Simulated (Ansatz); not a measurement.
Input:

HfSi₂:
Space group I4/mmm (No. 139); a = b = 3.219 Å, c = 8.901 Å, α = β = γ = 90.00°

```csv
atom,site,symmetry,x,y,z
Hf,2a,4/mmm,0.0000,0.0000,0.0000
Si,4e,4mm,0.0000,0.0000,0.3158
```
(The calculation used a cell of 3 atoms; values per cell refer to that cell.)

This is the LDA-relaxed structure.

All from LDA (plane waves, PAW; program Ansatz), unless another level is named. Predict the bulk modulus (Birch–Murnaghan fit).

1470 kbar.

What about the highest zone-centre frequency?

35.7 meV.

The cell is a constructed one: a structure type filled with these elements; neither database checked (COD, Materials Project) lists it. COD files the formula under space group No. 63, so this cell is another polymorph or a model. Whether it is the stable phase at ambient conditions was not checked. The LDA relaxation kept the symmetry of its start; of distortions, only those at the zone centre were tested. No spin polarisation was allowed. Spin–orbit coupling is left out wherever it is not named.

Potentials: the later of the program's two PAW sets.
